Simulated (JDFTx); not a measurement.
**Report: Ta(110) in implicit electrolytes**

```yaml
surface: Ta(110)
bulk: Ta, Im-3m, lattice of mp-50 (not re-optimised)
slab: 4 atoms in 4 planes, 1x1, 6.9 Å between the outermost planes
in-plane cell: 2.866 × 2.866 Å, 7.75 Å²
cell_height: 23.0 Å
sampling: 8×8×1 k mesh, Fermi smearing 0.01 Ha, no spin polarisation
```

All numbers are PBE, GBRV ultrasoft potentials, plane waves to 20/100 Ha results from a modified build of JDFTx, not measurements. Outer atoms relaxed in vacuum, keeping the start's symmetry. The same nuclei were then put into each liquid, at zero charge and at set potentials or charges. This is a symmetric, unreconstructed model surface, and the continuum liquid cannot react with it. SHE scale: U = −μ/e − 4.44 V, by convention. Convergence in thickness and k mesh wasn't tested for this slab.

In vacuum the work function is 4.69 eV, which would put the uncharged electrode at 0.25 V vs SHE if the liquid did nothing. Each liquid moves the Fermi level of the neutral slab, now counted from the bulk liquid: CANDLE, water, 0.5 M NaF by 0.41 eV, to a potential of zero charge of -0.16 V; nonlinear PCM (GLSSA13), water, 0.5 M NaF by 0.49 eV, to a potential of zero charge of -0.24 V; linear PCM (GLSSA13), water, 0.5 M NaF by 0.40 eV, to a potential of zero charge of -0.15 V. The models of water differ by 0.09 V among themselves.

Charging:

```csv
liquid,U − U_pzc (V),σ (μC/cm²),σ/(U − U_pzc) (μF/cm²),Δγ (mJ/m²)
"CANDLE, water",0.31,6.2,20,-9
"CANDLE, water",0.39,8.0,20,-15
"CANDLE, water",0.51,11.1,22,-26
"CANDLE, water",0.91,24.3,27,-96
"linear PCM (GLSSA13), water",-0.60,-11.0,18,-36
```

The mean capacitance runs from 18 to 27 μF/cm². Δγ, the grand free energy per area against the neutral surface, is negative throughout, since charging at a held potential lowers it. The cavity function reaches one half at 3.5 Å (CANDLE, water), 2.5 Å (nonlinear PCM (GLSSA13), water), 2.9 Å (linear PCM (GLSSA13), water) above the top atoms; the models define their cavities differently. CANDLE's negatively charged runs are left out, as they depend on the cell height. No specific adsorption of ions or solvent is in these numbers.
